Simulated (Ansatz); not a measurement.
GaSb in space group P-6m2 (No. 187; Ga on 1a, Sb on 1f) under volume change, PBEsol in the plane-wave PAW code Ansatz, shape and atoms relaxed at each volume.

```
V (Å³/atom)  E − E(relaxed) (meV/atom)  P (GPa)
-----------  -------------------------  -------
21.621                            34.5     6.02
22.334                            13.7     3.39
23.046                             3.4     1.62
23.759                             0.0     0.00
24.472                               ?        ?
25.185                            12.5    -2.70
25.898                               ?        ?
```

**Question.** Some entries are withheld; supply them.

**Answer.** 
- 24.472, E − E(relaxed) (meV/atom): 3.3
- 24.472, P (GPa): -1.39
- 25.898, E − E(relaxed) (meV/atom): 27.0
- 25.898, P (GPa): -3.70

**Question.** What does a third-order Birch–Murnaghan fit give for V₀, B₀ and B′?

**Answer.** V₀ = 23.73 Å³/atom, B₀ = 51.3 GPa, B′ = 4.6.

A made-up cell: these elements were put on the sites of a structure type; neither database checked (COD, Materials Project) lists it. It is not the phase usual at ambient conditions (space group No. 216). The PBEsol relaxation kept the symmetry of its start; its stability against distortions is not shown here. Scalar-relativistic: spin–orbit coupling is off unless named, which matters more the heavier the elements.

Potentials: the earlier of the program's two PAW sets. The files were generated under PBE; for other functionals the program regenerates the frozen cores, and for LDA and PBEsol the local potential too.
